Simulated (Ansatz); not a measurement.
LiZn: sound and stiffness along [100], [110] and [111]

All numbers below come from DFT LDA, scalar-relativistic, plane waves, PAW (Ansatz 0.2.0). Cutoff 420 eV, 12×12×12 k-points (Γ-centred), Fermi-Dirac smearing of 0.15 eV. No spin polarisation.

Equilibrium structure at this level:
```cif
data_structure
_symmetry_space_group_name_H-M 'Fd-3m:1'
_symmetry_Int_Tables_number 227
_cell_length_a 5.9418
_cell_length_b 5.9418
_cell_length_c 5.9418
_cell_angle_alpha 90.000
_cell_angle_beta 90.000
_cell_angle_gamma 90.000
_cell_volume 209.77
loop_
_atom_site_label
_atom_site_type_symbol
_atom_site_symmetry_multiplicity
_atom_site_Wyckoff_symbol
_atom_site_fract_x
_atom_site_fract_y
_atom_site_fract_z
_atom_site_occupancy
Li1 Li 8 a 0.50000 0.00000 0.50000 1
Zn1 Zn 8 b 0.00000 0.00000 0.50000 1
```

In a metal, frequencies and elastic constants depend on the k mesh and the smearing, soft modes and shear constants most.

With ions relaxed, on the cubic axes: C11 = 74.5, C12 = 45.2, C44 = 57.4 GPa. The density is 4.580 g/cm³.

Question: Is the crystal stable against strain, and how anisotropic is it?

Answer: Born's conditions hold: C11 + 2C12 = 164.9, C11 − C12 = 29.2 and C44 = 57.4 GPa are all positive. B = (C11 + 2C12)/3 = 55.0 GPa. The two shear moduli are C44 and C′ = (C11 − C12)/2 = 14.6 GPa, so Zener's ratio is A = C44/C′ = 3.93: the tetragonal shear C′ is the soft one, as in many fcc and bcc metals and zincblende crystals. The Cauchy pressure C12 − C44 is -12.1 GPa; it would vanish for pair forces between atoms on inversion centres at zero pressure, and a negative value is usual with directional bonding, though many-body forces give one in some ionic oxides too.

Question: Give the sound speeds along the three symmetry directions.

Answer: The Christoffel equation gives ρv² for each branch:
```
direction branch                    ρv²    GPa v (m/s)
    [100]              L                    C11   74.5     4032
    [100]         T (×2) C44   57.4     3539
    [110]              L   (C11 + C12 + 2C44)/2  117.2     5058
    [110]   T, u ∥ [001]                    C44   57.4     3539
    [110]  T, u ∥ [1-10]          (C11 − C12)/2   14.6     1786
    [111]              L  (C11 + 2C12 + 4C44)/3  131.4     5357
    [111]         T (×2) (C11 − C12 + C44)/3   28.9     2510
```

Question: How does Young's modulus depend on direction?

Answer: Inverting gives S11 = 24.837, S12 = -9.386, S44 = 17.437 TPa⁻¹. Along a unit vector (l, m, n), 1/E = S11 − 2(S11 − S12 − S44/2)(l²m² + m²n² + n²l²), where the last bracket is 0, 1/4 and 1/3 for [100], [110] and [111]: E = 40, 83 and 128 GPa. With A > 1 the body diagonal is stiffest. For a film on (001), the biaxial modulus is C11 + C12 − 2C12²/C11 = 65 GPa and the normal strain is −2C12/C11 = -1.22 times the in-plane one.